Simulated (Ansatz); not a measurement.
A geometry of YN away from equilibrium: step 2 of the relaxation of a relaxed YN cell with every coordinate shifted by Gaussian noise of σ = 0.1 Å. Calculation: r2SCAN (plane waves to 500 eV, PAW, scalar-relativistic; Ansatz, an electronic-structure program). Γ-centred k-mesh 12×12×12 on the run's cell, Fermi–Dirac smearing 0.05 eV.

```
YN
1.0
    0.00055     2.46294     2.45600
    2.45263     0.00034     2.45621
    2.43686     2.44739     0.01611
N Y
1 1
Cartesian
 -0.12593  -0.05141  -0.03515
  2.38751   2.53714   2.34183
```

### Question
Predict the force on each atom, in eV/Å.

### Answer
```
atom     Fx     Fy     Fz
----  -----  -----  -----
N1     0.16   0.35  -0.20
Y2    -0.16  -0.35   0.20
```

### Question
What is the pressure?

### Answer
+0.8 GPa, compression positive.

### Question
How far above the relaxed end point is this geometry?

### Answer
0.02 eV/atom; the path ends in Fm-3m (No. 225) (rock salt type).

No spin polarisation in the result.
